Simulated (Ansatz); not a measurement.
InIr3N:
```
CELL_PARAMETERS angstrom
      4.13167     0.00000     0.00000
      0.00000     4.13167     0.00000
      0.00000     0.00000     4.13167
ATOMIC_POSITIONS crystal
  In 0.00000 0.00000 0.00000
  Ir 0.00000 0.50000 0.50000
  Ir 0.50000 0.00000 0.50000
  Ir 0.50000 0.50000 0.00000
  N  0.50000 0.50000 0.50000
```

Relaxed with r²SCAN. Special points in fractions of this cell's reciprocal vectors: Γ (0.000, 0.000, 0.000); X (0.000, 0.500, 0.000); M (0.500, 0.500, 0.000); R (0.500, 0.500, 0.500).

**Question.** List the band energies nearest the Fermi level at these points for r²SCAN with spin–orbit coupling (plane waves, PAW; program Ansatz).

**Answer.** In eV from the Fermi level; about four levels below and three above (degenerate sets whole), none deeper than 8.9 eV; points with the same levels are listed once.

```json
[
 {"k": "Γ", "below": "-1.62 -1.62 -1.62 -1.62 -0.23 -0.23", "above": "0.34 0.34 0.49 0.49 0.49 0.49"},
 {"k": "X", "below": "-1.09 -1.09 -0.61 -0.61", "above": "0.15 0.15 2.08 2.08"},
 {"k": "M", "below": "-0.54 -0.54 -0.22 -0.22", "above": "0.30 0.30 0.99 0.99"},
 {"k": "R", "below": "-1.41 -1.41 -1.41 -1.41 -0.34 -0.34", "above": "0.06 0.06 0.06 0.06"}
]
```

Space group Pm-3m (anti-perovskite). The start of the workflow was typed in or built on a structure type; neither database checked (COD, Materials Project) lists it. Its standing as an ambient phase is unchecked. The cell was relaxed with r²SCAN under the symmetry of its start; whether a distortion lowers the energy is not shown. The workflow began spin-polarised and lost its moments. Its formation energy is positive at this level, so the cell may be metastable or incomplete.

Potentials: the later of the program's two PAW sets.
